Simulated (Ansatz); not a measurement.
Input, command and steps of an Ansatz relaxation.

```yaml
crystal:
  lattice:
    - [-1.9391571546, 1.9391571546, 2.9386581563]
    - [1.9391571546, -1.9391571546, 2.9386581563]
    - [1.9391571546, 1.9391571546, -2.9386581563]
  atoms:
    - { symbol: C, position: [0.75, 0.25, 0.5] }
    - { symbol: C, position: [0.0, 0.0, 0.0] }
    - { symbol: O, position: [0.7077697658, 0.125, 0.0827697658] }
    - { symbol: O, position: [0.0422302342, 0.625, 0.9172302342] }
    - { symbol: O, position: [0.375, 0.2922302342, 0.4172302342] }
    - { symbol: O, position: [0.875, 0.9577697658, 0.5827697658] }
basis:
  ecutwfc: 420
kpoints:
  mp_grid: { grid: [8, 8, 8] }
hamiltonian:
  xc: pbesol
scf:
  occupations: { method: gaussian, width: 0.02 }
output:
  forces: true
  stress: true
  eigenvalues: true
  write_density: true
  write_potential: true
  elf: true
  volumetric_format: npy
relax:
  adjacent_minimum: "off"
  f_tol: 0.01
  max_steps: 30
  cell: { stress_tol: 0.1, fix: [volume] }
```

```bash
ansatz run input.yaml --threads 2 --pin off --max-ram 5120MiB --backend cpu --events-out ev --progress --plain --runs-dir out
```

Level of theory: Ansatz, DFT PBEsol, scalar-relativistic, plane waves, PAW.

The volume is held at 0.97 times that of the relaxed cell.

Of 7 frames 6 are shown, positions in Å and forces in eV/Å; the SCF threshold varies from step to step. Steps run on the plane waves of an earlier cell, with a Pulay correction in the pressure. The basis is chosen afresh for the last frame, the zero of the energies, and at times for earlier ones too; energy and pressure step there, also at an unchanged geometry.

```xyz
6
Lattice="-1.9392 1.9392 2.9387 1.9392 -1.9392 2.9387 1.9392 1.9392 -2.9387" Properties=species:S:1:pos:R:3:forces:R:3 pbc="T T T" step=1 free_energy_over_end_meV_per_atom=3.10 pressure_GPa=9.05
C     0.0000    1.9392    1.4693    0.0000    0.0000    0.0000
C     0.0000    0.0000    0.0000    0.0000    0.0000    0.0000
O    -0.9696    1.2906    2.2040    0.0000   -0.4710    0.0000
O     2.9087    0.6486   -0.7347    0.0000    0.4710    0.0000
O     0.6486    0.9696    0.7347    0.4710    0.0000    0.0000
O     1.2906    0.9696    3.6733   -0.4710    0.0000    0.0000
6
Lattice="-1.9359 1.9359 2.9484 1.9359 -1.9359 2.9484 1.9359 1.9359 -2.9484" Properties=species:S:1:pos:R:3:forces:R:3 pbc="T T T" step=2 free_energy_over_end_meV_per_atom=0.96 pressure_GPa=6.99
C     0.0000    1.9359    1.4742    0.0000    0.0000    0.0000
C     0.0000    0.0000    0.0000    0.0000    0.0000    0.0000
O    -0.9680    1.2791    2.2113    0.0000   -0.2575    0.0000
O     2.9039    0.6568   -0.7371    0.0000    0.2575    0.0000
O     0.6568    0.9680    0.7371    0.2575    0.0000    0.0000
O     1.2791    0.9680    3.6855   -0.2575    0.0000    0.0000
6
Lattice="-1.9332 1.9332 2.9569 1.9332 -1.9332 2.9569 1.9332 1.9332 -2.9569" Properties=species:S:1:pos:R:3:forces:R:3 pbc="T T T" step=3 free_energy_over_end_meV_per_atom=0.08 pressure_GPa=4.66
C     0.0000    1.9332    1.4785    0.0000    0.0000    0.0000
C     0.0000    0.0000    0.0000    0.0000    0.0000    0.0000
O    -0.9666    1.2666    2.2177    0.0000   -0.0058    0.0000
O     2.8997    0.6666   -0.7392    0.0000    0.0058    0.0000
O     0.6666    0.9666    0.7392    0.0058    0.0000    0.0000
O     1.2666    0.9666    3.6961   -0.0058    0.0000    0.0000
6
Lattice="-1.9335 1.9335 2.9560 1.9335 -1.9335 2.9560 1.9335 1.9335 -2.9560" Properties=species:S:1:pos:R:3:forces:R:3 pbc="T T T" step=4 free_energy_over_end_meV_per_atom=0.08 pressure_GPa=4.64
C     0.0000    1.9335    1.4780    0.0000    0.0000    0.0000
C     0.0000    0.0000    0.0000    0.0000    0.0000    0.0000
O    -0.9667    1.2667    2.2170    0.0000   -0.0015    0.0000
O     2.9002    0.6668   -0.7390    0.0000    0.0015    0.0000
O     0.6668    0.9667    0.7390    0.0015    0.0000    0.0000
O     1.2667    0.9667    3.6950   -0.0015    0.0000    0.0000
6
Lattice="-1.9335 1.9335 2.9560 1.9335 -1.9335 2.9560 1.9335 1.9335 -2.9560" Properties=species:S:1:pos:R:3:forces:R:3 pbc="T T T" step=5 free_energy_over_end_meV_per_atom=0.01 pressure_GPa=4.65
C     0.0000    1.9335    1.4780    0.0000    0.0000    0.0000
C     0.0000    0.0000    0.0000    0.0000    0.0000    0.0000
O    -0.9667    1.2667    2.2170    0.0000   -0.0014    0.0000
O     2.9002    0.6668   -0.7390    0.0000    0.0014    0.0000
O     0.6668    0.9667    0.7390    0.0014    0.0000    0.0000
O     1.2667    0.9667    3.6950   -0.0014    0.0000    0.0000
6
Lattice="-1.9326 1.9326 2.9586 1.9326 -1.9326 2.9586 1.9326 1.9326 -2.9586" Properties=species:S:1:pos:R:3:forces:R:3 pbc="T T T" step=7 free_energy_over_end_meV_per_atom=0.00 pressure_GPa=4.60
C     0.0000    1.9326    1.4793    0.0000    0.0000    0.0000
C     0.0000    0.0000    0.0000    0.0000    0.0000    0.0000
O    -0.9663    1.2658    2.2190    0.0000   -0.0001    0.0000
O     2.8989    0.6668   -0.7397    0.0000    0.0001    0.0000
O     0.6668    0.9663    0.7397    0.0001    0.0000    0.0000
O     1.2658    0.9663    3.6983   -0.0001    0.0000    0.0000
```

Time: 18 s on 2 threads of Intel(R) Xeon(R) Platinum 8259CL CPU @ 2.50GHz (Skylake/Cascade Lake), on a shared host, peak memory 0.45 GiB.